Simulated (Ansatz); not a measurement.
According to LDA in the plane-wave PAW code Ansatz, Al₂Pt in the fluorite or antifluorite type structure (Fm-3m) relaxes to a = 5.853 Å. Pt has 8 nearest neighbours from 2.53 Å (cubic). Its formation energy from the elements is -0.91 eV/atom, with no fitted shifts.

Electronic character: metallic (no gap).

The bulk modulus is 1450 kbar. The relaxed-ion elastic constants in GPa are C11 = 194, C12 = 121, C44 = 48.7. The elastic constants imply a Debye temperature near 301 K. The highest mode at Γ lies at 301 cm⁻¹.

Symmetry was held in the LDA relaxation; of distortions, only those at the zone centre were tested. The run is not spin-polarised. As this level gives no gap, shear constants depend on the k-mesh and smearing (Fermi–Dirac, 0.1 eV here). As this level gives no gap, phonon frequencies hold no LO–TO term and depend on the k-mesh and smearing (Fermi–Dirac, 0.1 eV here). The references are the lowest solids computed at this level, not always the standard phases. Spin–orbit coupling is left out wherever it is not named.

Potentials: the later of the program's two PAW sets.
